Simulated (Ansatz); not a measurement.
**Question.** Each is relaxed and computed with plane-wave PAW r²SCAN (Ansatz code). Which is the only one with a gap?
A. AlPt3C, anti-perovskite
B. AlCrB, Cmcm (Al on 4c, B on 4c, Cr on 4c)
C. CaAlHO2, P4/mmm (Ca on 1d, Al on 1a, O on 2f, H on 1b)
D. GaAs, P4/mmm (Ga on 1b, As on 1a)

**Answer.** C, CaAlHO2, P4/mmm (Ca on 1d, Al on 1a, O on 2f, H on 1b). CaAlHO2: gap 4.37 eV (indirect); GaAs: metal; AlCrB: metal; AlPt3C: metal. Typed or built starts, not in the databases checked: CaAlHO2, P4/mmm (Ca on 1d, Al on 1a, O on 2f, H on 1b); AlCrB, Cmcm (Al on 4c, B on 4c, Cr on 4c); AlPt3C, anti-perovskite. Not the usual ambient phase: GaAs, P4/mmm (Ga on 1b, As on 1a). Began spin-polarised and lost the moments: AlCrB, Cmcm (Al on 4c, B on 4c, Cr on 4c). All cells were relaxed under the symmetry of their starts (and spin orders); stability against distortions was not tested throughout. Rows with no word on spin ran without spin polarisation. Spin–orbit coupling is left out wherever it is not named.

Potentials: the earlier of the program's two PAW sets.
